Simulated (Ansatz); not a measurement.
C:
```
C
1.0
    6.84432     0.00000     0.00000
   -3.42216     5.92735     0.00000
    0.00000     0.00000     3.56966
C
12
Direct
  0.20719   0.00000   0.00000
  0.41139   0.00000   0.00000
  0.20719   0.20719   0.00000
  0.41139   0.41139   0.00000
  0.00000   0.20719   0.00000
  0.00000   0.41139   0.00000
  0.79281   0.00000   0.00000
  0.58861   0.00000   0.00000
  0.79281   0.79281   0.00000
  0.58861   0.58861   0.00000
  0.00000   0.79281   0.00000
  0.00000   0.58861   0.00000
```

Relaxed with r²SCAN+D4.

Problem. Map the valence electron density (e/Å³), cut off at 2 on the plane through (0.207, 0.000, 0.000) spanned by u = [1, 1, 0] and v = [1, -1, 0] in lattice vectors, from DFT-r²SCAN+D4 in the program Ansatz with PAW potentials.

Solution. x is the fraction of u, y of v (the angle between them is 90°; rows are the nearest grid lines); atoms in the plane: C at (0.00, 0.00), C at (0.50, 0.50), C at (0.10, 0.10), C at (0.60, 0.60), C at (0.10, 0.90), C at (0.60, 0.40), C at (0.31, 0.90), C at (0.81, 0.40), C at (0.00, 0.79), C at (0.50, 0.29).
```
|#%%+-.                .-+%%#%@@@@%#|
|#@@%*=-:--========--:-=*%@@#+=--=+#|
|+%@@%##*###%@@@@%###*##%@@#+:....-+|
|=#@@%%%%%%#%@@@@%#%%%%%%@@#=:.  .:=|
|@@@*=:.....::::::.....:=#@@@#****#@|
|%@%*-..              ..-*%@%%@%%@%%|
|%@@%+-..            .:-+%@@%*+==+*%|
|=#%%#%*=:.        .:=*%#%%#=:.  .:=|
|:=*@@@@@*-.      .-*@@@@@*-:     .:|
| .:=#%##%*-.    :-*%##%#=:.        |
|  .:=*%@@%+-....-+%@@%*=:.         |
|    .:=*@@%%%##%%%@@*-:.           |
|.....:-*@@@%%##%%@@@*-:............|
|###*##%@@#+:....-+%@@%##*###%@@@@%#|
|#@@@@@##%*=:.  .:=*%##@@@@@#%@@@@%#|
|+==-=+#@@@*=-::-=*@@@#+=-==++****++|
|     .-+%%#%@@@@%#%%+-.            |
|   .:-+%@@%*+==+*%@@%+-..          |
|  .:=*%@@%+-:..:-*%@@%*-:.         |
|.:-*@@@%#+-.    .-+#%@@@*-:.      .|
|:+#@@@@#=:.      .:=#@@@@#+:.    .:|
|+%@@%*=:.          .:=*%@@%+-....-+|
|#@@%*=:.            .:=*@@@#+=--=+#|
|#%%+-.                .-+%%#%@@@@%#|
```
Scale: ten equal steps from 0.024 (start of ' ') to 2.00 (end of '@'), in the order ' .:-=+*#%@'; x runs from 0.000 to 1.00, y from 0.000 (bottom) to 1.00 (top).

The density is the valence pseudo-density with augmentation charge, so density and ELF within about 1 Å of a nucleus are not all-electron values.

Space group P6/mmm. The start of the workflow was typed in or built on a structure type; the Crystallography Open Database copy checked does not list it. It is not the phase usual at ambient conditions (space group No. 194, 227). Symmetry was held in the r²SCAN+D4 relaxation. At this level the phase is mechanically unstable.

Potentials: the earlier of the program's two PAW sets.
